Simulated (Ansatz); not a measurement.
LiCl:
```xyz
2
Lattice="0.0000 2.5559 2.5559 2.5559 0.0000 2.5559 2.5559 2.5559 0.0000" Properties=species:S:1:pos:R:3 pbc="T T T"
Li     0.0000     0.0000     0.0000
Cl     2.5559     2.5559     2.5559
```

Tensor components refer to the Cartesian frame of this cell.

Give the high-frequency dielectric tensor and the Born effective charge tensors of the independent atoms from DFPT, DFT-r²SCAN in the program Ansatz with PAW potentials.


ε∞:
```
2.83  0.00  0.00
0.00  2.83  0.00
0.00  0.00  2.83
```
Z* of atom 1 (Li), rows: field, columns: displacement, in e:
```
1.17  0.00  0.00
0.00  1.17  0.00
0.00  0.00  1.17
```
Z* of atom 2 (Cl), rows: field, columns: displacement, in e:
```
-1.17   0.00   0.00
 0.00  -1.17   0.00
 0.00   0.00  -1.17
```

Static charges for comparison (Bader): Li1 +0.91, Cl2 -0.91 e. Born charges measure polarisation by displacement and can exceed these by far.

Space group Fm-3m (rock salt). The cell was relaxed with r²SCAN under the symmetry of its start.

Potentials: the earlier of the program's two PAW sets. The files were generated under PBE; for other functionals the program regenerates the frozen cores, and for LDA and PBEsol the local potential too.
